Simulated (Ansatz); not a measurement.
System: FePb, 2 atoms in the cell.

```
CELL_PARAMETERS angstrom
3.20000 0.00000 0.00000
0.00000 3.20000 0.00000
0.00000 0.00000 4.10000
ATOMIC_POSITIONS crystal
Fe 0.00000 0.00000 0.00000
Pb 0.50000 0.50000 0.50000
```

Code and potentials: Ansatz PAW hard set, 700 eV. Settings of the plain PBE run: k-mesh 8×8×6 Γ-centred; Fermi–Dirac smearing of 0.1 eV; starting moments Fe1 3 μB; no spin–orbit coupling.

Plain PBE gives:

* Pressure: -2.26 GPa
* Net moment: 2.82 μB

What changes under PBE with spin–orbit coupling?

The pressure decreases by 0.24 GPa to -2.50 GPa; the net moment is 2.85 μB.

The stress includes the program's correction for the finite plane-wave basis.

The cell is a model and need not be the structure known for this compound. The k-mesh is modest, so these values aren't fully converged in k. One magnetic order was tried; another may lie lower.
